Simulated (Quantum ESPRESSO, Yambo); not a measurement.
At a photon energy of 9.62 eV, RPA with local fields on PBEsol bands shifted by a G0W0 scissor of 2.68 eV (Quantum ESPRESSO and Yambo; 4×4×4 mesh, 103 bands, 3 Ry local-field block, 0.2 eV broadening) gives ε = 2.86 + 1.15i for RbO2H3 (space group Cmc2_1, No. 36), field along x. Axes are Cartesian, with cell vectors (Å) (2.11, -5.44, 0.00), (2.11, 5.44, 0.00), (0.00, 0.00, 5.94).

Question: Work out n, κ, the normal-incidence reflectivity, the absorption coefficient and the penetration depth.

Answer: 
|ε| = 3.08; n = √((|ε| + ε1)/2) = 1.72, κ = √((|ε| − ε1)/2) = 0.33. R = ((n − 1)² + κ²)/((n + 1)² + κ²) = 0.08. α = 2Eκ/(ħc) with ħc = 197.327 eV nm: 0.0325 per nm = 3.3 × 10⁵ per cm, a 1/e depth of 31 nm. The computed direct gap is 7.14 eV, and the energy scale of the real crystal may differ from it. Excitonic effects are left out, and values at one energy depend on mesh and broadening. The scissor comes from a G0W0 run whose convergence isn't established. Convergence of the RPA response with its 4×4×4 mesh was not tested.

Geometry of the Materials Project entry, not relaxed at this level; primitive cell a = b = 5.833 Å, c = 5.940 Å, α = β = 90.00°, γ = 137.57°.

The structure is a Materials Project entry; no match was found in the copy of COD used, and its stability was not checked.
